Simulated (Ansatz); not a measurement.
Question: Each is relaxed and computed with DFT-r²SCAN in the program Ansatz with PAW potentials. Which is the only metal?
A. SiO2, P3_221 (Si on 3a, O on 6c)
B. ZnCu2SiTe4, I-42m (Zn on 2a, Si on 2b, Cu on 4d, Te on 8i)
C. EuZn2Si2, I4/mmm (Eu on 2a, Zn on 4d, Si on 4e)
D. Ba2Zn3As2O2, I4/mmm (Pearson symbol tI18)

Answer: C, EuZn2Si2, I4/mmm (Eu on 2a, Zn on 4d, Si on 4e). EuZn2Si2: metal; Ba2Zn3As2O2: gap 0.65 eV (indirect); ZnCu2SiTe4: gap 0.50 eV (indirect); SiO2: gap 6.60 eV (indirect). The 4f shell is in the valence, and the state reached may lie above the lowest one. Spin orders computed, not proven ground states: EuZn2Si2, I4/mmm (Eu on 2a, Zn on 4d, Si on 4e) ferromagnetic. Standing as an ambient phase not checked: EuZn2Si2, I4/mmm (Eu on 2a, Zn on 4d, Si on 4e); Ba2Zn3As2O2, I4/mmm (Pearson symbol tI18); ZnCu2SiTe4, I-42m (Zn on 2a, Si on 2b, Cu on 4d, Te on 8i). All cells were relaxed under the symmetry of their starts (and spin orders); stability against distortions was not tested throughout. Rows with no word on spin ran without spin polarisation. No Hubbard U is applied. Spin–orbit coupling is left out wherever it is not named.

Potentials: the later of the program's two PAW sets.
